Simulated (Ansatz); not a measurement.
SnO2 (rutile)

```xyz
6
Lattice="4.8276 0.0000 0.0000 0.0000 4.8276 0.0000 0.0000 0.0000 3.2379" Properties=species:S:1:pos:R:3 pbc="T T T"
Sn     0.0000     0.0000     0.0000
Sn     2.4138     2.4138     1.6190
O      1.4801     1.4801     0.0000
O      3.8939     0.9337     1.6190
O      0.9337     3.8939     1.6190
O      3.3474     3.3474     0.0000
```

This relaxed cell (volume V₀) is scaled evenly in all directions, its shape held. The atoms relax within the cell's symmetry.

These are PBE (plane waves to 420 eV, PAW, scalar-relativistic; Ansatz, an electronic-structure program) values and carry that method's errors. k mesh 7×7×10 (Γ-centred), Fermi-Dirac smearing 0.05 eV. The energy includes the smearing's −TS. Stress and pressure are positive under compression. With the shape held, the modulus is that of even scaling; a crystal free to change shape is softer. SnO2 was relaxed with its symmetry unable to fall. The PAW data are Ansatz's earlier set. ΔE is measured from the relaxed starting cell.

```
V (Å³/atom)  ΔE (meV/atom)
-----------  -------------
11.319                85.3
11.634                45.5
11.948            withheld
12.262                 4.6
12.577                 0.0
12.891                 4.1
13.206                15.6
13.520                33.5
13.834                56.7
```

Q: Fit a third-order Birch-Murnaghan form (E₀, V₀, B₀, B₀′ free) to the given rows and predict ΔE at V = 11.948.

A: Least squares on the 8 given rows: ΔE = E₀ + (9V₀B₀/16)·y²·[2 + (B₀′ − 4)y], y = (V₀/V)^(2/3) − 1, with V₀ = 12.578 Å³/atom, B₀ = 175.4 GPa (160.2 GPa = 1 eV/Å³; the term in eV is multiplied by 1000), B₀′ = 5.02, E₀ = 0.04 meV/atom; root-mean-square residual 0.05 meV/atom. At 11.948 the fit gives 19.2 meV/atom; the calculation gives 19.2 meV/atom, the same to the digits shown. For the pressure the fit gives 10.3 GPa against the computed 10.3 GPa.

(A scan under strain: stresses follow from slopes of the energy per volume, elastic moduli from its curvatures.)
